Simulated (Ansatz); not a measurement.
Method: DFT PBE, scalar-relativistic, plane waves, PAW (Ansatz 0.2.0). All cells share a 420 eV cutoff and Γ-centred k meshes spaced at most about 0.3 Å⁻¹ (about 0.25 or finer for metals, 2π included). No spin polarisation in the final relaxations.

All energies are static (0 K, no zero-point motion). All come from trial cells, and lower structures may exist.

Question: These unrelaxed guesses for Bi₄Te₃ are each relaxed within their symmetry. Order them by the energy at which they end, lowest first.
A.

```cif
data_structure
_symmetry_space_group_name_H-M 'P4/mmm'
_symmetry_Int_Tables_number 123
_cell_length_a 6.0140
_cell_length_b 6.0140
_cell_length_c 7.1870
_cell_angle_alpha 90.000
_cell_angle_beta 90.000
_cell_angle_gamma 90.000
_cell_volume 259.94
loop_
_atom_site_label
_atom_site_type_symbol
_atom_site_symmetry_multiplicity
_atom_site_Wyckoff_symbol
_atom_site_fract_x
_atom_site_fract_y
_atom_site_fract_z
_atom_site_occupancy
Bi1 Bi 4 o 0.75124 0.50000 0.50000 1
Te1 Te 2 h 0.50000 0.50000 0.14536 1
Te2 Te 1 b 0.00000 0.00000 0.50000 1
```

B.

```cif
data_structure
_symmetry_space_group_name_H-M 'P-6m2'
_symmetry_Int_Tables_number 187
_cell_length_a 6.2848
_cell_length_b 6.2848
_cell_length_c 8.1058
_cell_angle_alpha 90.000
_cell_angle_beta 90.000
_cell_angle_gamma 120.000
_cell_volume 277.27
loop_
_atom_site_label
_atom_site_type_symbol
_atom_site_symmetry_multiplicity
_atom_site_Wyckoff_symbol
_atom_site_fract_x
_atom_site_fract_y
_atom_site_fract_z
_atom_site_occupancy
Bi1 Bi 3 k 0.54225 0.45775 0.50000 1
Bi2 Bi 1 c 0.33333 0.66667 0.00000 1
Te1 Te 3 k 0.20517 0.79483 0.50000 1
```

C.

```cif
data_structure
_symmetry_space_group_name_H-M 'P6/mmm'
_symmetry_Int_Tables_number 191
_cell_length_a 5.2180
_cell_length_b 5.2180
_cell_length_c 9.8550
_cell_angle_alpha 90.000
_cell_angle_beta 90.000
_cell_angle_gamma 120.000
_cell_volume 232.38
loop_
_atom_site_label
_atom_site_type_symbol
_atom_site_symmetry_multiplicity
_atom_site_Wyckoff_symbol
_atom_site_fract_x
_atom_site_fract_y
_atom_site_fract_z
_atom_site_occupancy
Bi1 Bi 4 h 0.33333 0.66667 0.28779 1
Te1 Te 3 f 0.50000 0.00000 0.00000 1
```

Answer: B (ends in P-6m2, 0 meV/atom), C (ends in P6/mmm, 158 meV/atom), A (ends in P4/mmm, 299 meV/atom). Even the lowest end lies +0.13 eV/atom against the elements.

Weakly bound directions are ill-defined at this level, which has no dispersion term (P6/mmm), and this can change margins and order among such cells. These runs have no spin–orbit coupling, which can matter for Bi and Te. Cells relaxed within their symmetry can be saddle points. The part of the Crystallography Open Database at hand lists Bi4Te3 in space group No. 166, which no cell shown has. Some types were kept out of the candidates beforehand, so the set may lack a known form.
